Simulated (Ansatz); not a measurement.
An Ansatz (a first-principles code) run. Input:

Ansatz 0.2 input:
```yaml
crystal:
  lattice:
    - [3.8776180248, 0.0, 0.0]
    - [-1.9388090124, 3.3581157157, 0.0]
    - [0.0, 0.0, 5.0317683167]
  atoms:
    - { symbol: Ni, position: [0.0, 0.0, 0.0] }
    - { symbol: Ni, position: [0.0, 0.0, 0.5] }
    - { symbol: Sb, position: [0.3333333333, 0.6666666667, 0.25] }
    - { symbol: Sb, position: [0.6666666667, 0.3333333333, 0.75] }
kpoints:
  mp_grid: { grid: [21, 21, 14] }
hamiltonian:
  xc: lda
  pseudopotentials: { kind: paw }
scf:
  occupations: { method: fermi_dirac, width: 0.1 }
elastic: { mode: relaxed_ion, stencil: two_point, amplitude: 0.005, f_tol: 0.0005 }
```

Output (shortened):

```
Pseudopotential: Ni, paw, valence charge 18
Pseudopotential: Sb, paw, valence charge 15
Functional definition: SPW92
Crystal: 4 atoms, lattice volume = 65.521 Å³
Basis set: ecut = 420 eV, 1289 PW (Γ)
Bands: 40, of which v1, the nominal top of the filled ones, is band 33 counted from 1 (32 counted from 0)
Symmetry: 24 space group operations
Space group: P63/mmc (ITA 194), of the structure as read, at distance tolerance 4.0e-5 Å
k-points: 384 of 6174
SCF 1 converged in 12 iterations: F = -24219.723779 eV  dr2 = 4.46e-14
Crystal: 4 atoms, lattice volume = 65.194 Å³
Basis set: ecut = 420 eV, 1273 PW (Γ)
Symmetry: 8 space group operations
k-points: 968 of 6174
SCF 2 converged in 14 iterations: F = -24219.721903 eV  dr2 = 3.28e-15
relax step   1: F+E_penalty+E_count = -24219.72190266 eV  Δ(F+E_penalty+E_count) = +0.000e0 eV  max|allowed force component| = 3.441e-2 eV/Å  Δτ_max = 0.0000 Å  (14 SCF iters, accepted)
Crystal: 4 atoms, lattice volume = 65.194 Å³
SCF 3 converged in 9 iterations: F = -24219.722027 eV  dr2 = 1.80e-14
relax step   2: F+E_penalty+E_count = -24219.72202713 eV  Δ(F+E_penalty+E_count) = -1.245e-4 eV  max|allowed force component| = 7.683e-3 eV/Å  Δτ_max = 0.0030 Å  (9 SCF iters, accepted)
Crystal: 4 atoms, lattice volume = 65.194 Å³
SCF 4 converged in 7 iterations: F = -24219.722034 eV  dr2 = 8.50e-14
relax step   3: F+E_penalty+E_count = -24219.72203363 eV  Δ(F+E_penalty+E_count) = -6.506e-6 eV  max|allowed force component| = 2.783e-5 eV/Å  Δτ_max = 0.0008 Å  (7 SCF iters, accepted)
Crystal: 4 atoms, lattice volume = 65.194 Å³
SCF 5 converged in 6 iterations: F = -24219.722034 eV  dr2 = 7.37e-19
Crystal: 4 atoms, lattice volume = 65.849 Å³
Basis set: ecut = 420 eV, 1293 PW (Γ)
SCF 6 converged in 14 iterations: F = -24219.723243 eV  dr2 = 5.19e-15
relax step   1: F+E_penalty+E_count = -24219.72324320 eV  Δ(F+E_penalty+E_count) = +0.000e0 eV  max|allowed force component| = 3.246e-2 eV/Å  Δτ_max = 0.0000 Å  (14 SCF iters, accepted)
Crystal: 4 atoms, lattice volume = 65.849 Å³
SCF 7 converged in 9 iterations: F = -24219.723363 eV  dr2 = 2.67e-14
relax step   2: F+E_penalty+E_count = -24219.72336276 eV  Δ(F+E_penalty+E_count) = -1.196e-4 eV  max|allowed force component| = 1.014e-3 eV/Å  Δτ_max = 0.0036 Å  (9 SCF iters, accepted)
Crystal: 4 atoms, lattice volume = 65.849 Å³
SCF 8 converged in 10 iterations: F = -24219.723363 eV  dr2 = 5.84e-18
relax step   3: F+E_penalty+E_count = -24219.72336288 eV  Δ(F+E_penalty+E_count) = -1.173e-7 eV  max|allowed force component| = 3.551e-6 eV/Å  Δτ_max = 0.0001 Å  (10 SCF iters, accepted)
Crystal: 4 atoms, lattice volume = 65.849 Å³
SCF 9 converged in 6 iterations: F = -24219.723363 eV  dr2 = 0.0
Crystal: 4 atoms, lattice volume = 65.194 Å³
SCF 10 converged in 11 iterations: F = -24219.722957 eV  dr2 = 8.16e-15
Crystal: 4 atoms, lattice volume = 65.849 Å³
Basis set: ecut = 420 eV, 1301 PW (Γ)
SCF 11 converged in 9 iterations: F = -24219.722367 eV  dr2 = 4.59e-15
Crystal: 4 atoms, lattice volume = 65.521 Å³
Symmetry: 4 space group operations
k-points: 1628 of 6174
SCF 12 converged in 11 iterations: F = -24219.723400 eV  dr2 = 4.09e-14
relax step   1: F+E_penalty+E_count = -24219.72339976 eV  Δ(F+E_penalty+E_count) = +0.000e0 eV  max|allowed force component| = 2.977e-4 eV/Å  Δτ_max = 0.0000 Å  (11 SCF iters, accepted)
Crystal: 4 atoms, lattice volume = 65.521 Å³
SCF 13 converged in 6 iterations: F = -24219.723400 eV  dr2 = 6.88e-18
Crystal: 4 atoms, lattice volume = 65.521 Å³
SCF 14 converged in 11 iterations: F = -24219.723400 eV  dr2 = 4.60e-14
relax step   1: F+E_penalty+E_count = -24219.72339976 eV  Δ(F+E_penalty+E_count) = +0.000e0 eV  max|allowed force component| = 2.977e-4 eV/Å  Δτ_max = 0.0000 Å  (11 SCF iters, accepted)
Crystal: 4 atoms, lattice volume = 65.521 Å³
SCF 15 converged in 6 iterations: F = -24219.723400 eV  dr2 = 8.26e-18
SCF converged after 12 iterations
Free energy (F): -24219.723779 eV
Harris-Foulkes:  -24219.723779 eV  (|F-HF|=1.09e-11)
Internal energy: -24219.658064 eV  (E = F + TS)
E sigma→0 (E₀):  -24219.690922 eV
Entropy (-TS):   -0.065715 eV (-16.429 meV/atom)
Fermi energy:    15.829336 eV
--- Per-component energies (eV) ---
  E_band       = -825.603011
  E_kinetic    = 996.356583
  E_local      = -10900.044416  (includes V_loc(G=0)·N_el)
  E_nonlocal   = 2021.600164
  E_hartree    = 4769.770854
  E_xc         = -449.089875
  E_vxc        = -419.313129  (∫ρ·V_xc dr)
  E_paw        = -11991.704676  (= ΣΔE_a)
  E_vpaw       = -2063.744768  (= ΣTr[D̂ρ^β])
  E_aug_tail   = 0.000863  (compensation charges beyond the density's cutoff)
  E_ewald      = -8668.533448
  E_core_change = 1.985888  (= ΣΔE_core)
  E_smearing   = -0.065715  (= −TS)
  E_closure    = 0.000000  (closes the sum)
  Σ components = -24219.723779   (vs F -24219.723779, Δ=0.00e0)
--- Forces (eV/Å), atoms counted from 1 ---
  atom   1  Ni     0.00000000     0.00000000     0.00000000
  atom   2  Ni     0.00000000     0.00000000     0.00000000
  atom   3  Sb     0.00000000     0.00000000     0.00000000
  atom   4  Sb     0.00000000     0.00000000     0.00000000
  max |Σ_I F_I| component: 1.39e-17 eV/Å
--- Stress (GPa, compression-positive) ---
        0.321483       0.000000       0.000000
        0.000000       0.321483       0.000000
        0.000000       0.000000      -0.150881
  P = ⅓ Tr σ = 0.1640 GPa (1.640 kbar)
--- Band table (eV; the first three rows and the last of 384) ---
  k-point 0: bands = ["-86.7729", "-86.7625", "-47.6414", "-47.6414", "-47.6382", "-47.6309", "-47.6309", "-47.5286", "-13.3662", "-13.3662", "-13.3392", "-13.3176", "-13.3042", "-13.3042", "-13.3038", "-13.3038", "-13.2933", "-13.2933", "2.4124", "7.2480", …
  k-point 1: bands = ["-86.7728", "-86.7626", "-47.6412", "-47.6412", "-47.6368", "-47.6311", "-47.6311", "-47.5300", "-13.3658", "-13.3658", "-13.3389", "-13.3179", "-13.3066", "-13.3066", "-13.3033", "-13.3033", "-13.2917", "-13.2917", "2.4429", "7.0090", …
  k-point 2: bands = ["-86.7724", "-86.7630", "-47.6409", "-47.6409", "-47.6328", "-47.6315", "-47.6315", "-47.5341", "-13.3646", "-13.3646", "-13.3380", "-13.3186", "-13.3119", "-13.3119", "-13.3019", "-13.3019", "-13.2891", "-13.2891", "2.5343", "6.4980", …
  k-point 383: bands = ["-86.7677", "-86.7677", "-47.6367", "-47.6367", "-47.6365", "-47.6365", "-47.5835", "-47.5835", "-13.3530", "-13.3530", "-13.3355", "-13.3355", "-13.2983", "-13.2983", "-13.2937", "-13.2937", "-13.2937", "-13.2937", "6.0154", "6.0154", …
--- Elastic constants: 3 strain directions × 2 members + reference (group order 24) ---
  dense FFT box of the reference and of every strained cell: 27×27×36
  strains applied: 11, 33, 23; error gains …
  C = ∂σ_k/∂η_j (tension-positive GPa; Voigt order 11 22 33 23 13 12):
       212.045    111.931     98.463      0.000      0.000      0.000
       111.931    212.045     98.463      0.000      0.000      0.000
        97.999     97.999    218.593      0.000      0.000      0.000
         0.000      0.000      0.000     74.342      0.000      0.000
         0.000      0.000      0.000      0.000     74.342      0.000
         0.000      0.000      0.000      0.000      0.000     50.057
  reference stress σ⁰ (GPa):     -0.321     -0.321      0.151      0.000      0.000      0.000
  moduli (Voigt/Reuss/Hill, GPa): K = 139.94/139.91/139.93   G = 62.03/60.13/61.08   E = 159.97   ν = 0.309
  mechanically stable: yes (min eigenvalue of sym C = 50.06 GPa)
  strain η (Voigt 11):  stress-route row diagonal C_11 = 212.04 GPa, energy-path curvature d²(F+E_count+ΔE)/dδ²/Ω₀ = 211.99 GPa
         δ    σ_11 (GPa)             F (eV)   n_scf  n_hpsi   n_pw
    -5.000e-3      -1.3940      -24219.7220336       6  461864   1298   relax 3 steps, max|allowed force component| 2.78e-5 eV/Å
     5.000e-3       0.7264      -24219.7233629       6  461650   1323   relax 3 steps, max|allowed force component| 3.55e-6 eV/Å
  strain η (Voigt 33):  stress-route row diagonal C_33 = 218.59 GPa, energy-path curvature d²(F+E_count+ΔE)/dδ²/Ω₀ = 218.63 GPa
         δ    σ_33 (GPa)             F (eV)   n_scf  n_hpsi   n_pw
    -5.000e-3      -0.9639      -24219.7229567      11  329670   1301   relax 0 steps, max|allowed force component| 8.33e-17 eV/Å
     5.000e-3       1.2221      -24219.7223673       9  299664   1313   relax 0 steps, max|allowed force component| 4.63e-17 eV/Å
  strain η (Voigt 23):  stress-route row diagonal C_44 = 74.34 GPa, energy-path curvature d²(F+E_count+ΔE)/dδ²/Ω₀ = 74.40 GPa
         δ    σ_23 (GPa)             F (eV)   n_scf  n_hpsi   n_pw
    -5.000e-3      -0.3717      -24219.7233998       6  767251   1308   relax 1 steps, max|allowed force component| 2.98e-4 eV/Å
     5.000e-3       0.3717      -24219.7233998       6  767218   1308   relax 1 steps, max|allowed force component| 2.98e-4 eV/Å
```

Cost: very roughly 24 core-minutes on shared cores.

Space group P6_3/mmc (NiAs type). The cell was relaxed with LDA under the symmetry of its start; of distortions, only those at the zone centre were tested. The run is not spin-polarised. As this level gives no gap, shear constants depend on the k-mesh and smearing (Fermi–Dirac, 0.1 eV here). On the denser mesh and wider smearing of the elastic run this cell carries a stress of 0.3 GPa. Scalar-relativistic: spin–orbit coupling is off unless named, which matters more the heavier the elements.

Potentials: the later of the program's two PAW sets.

Ansatz is a plane-wave DFT program.
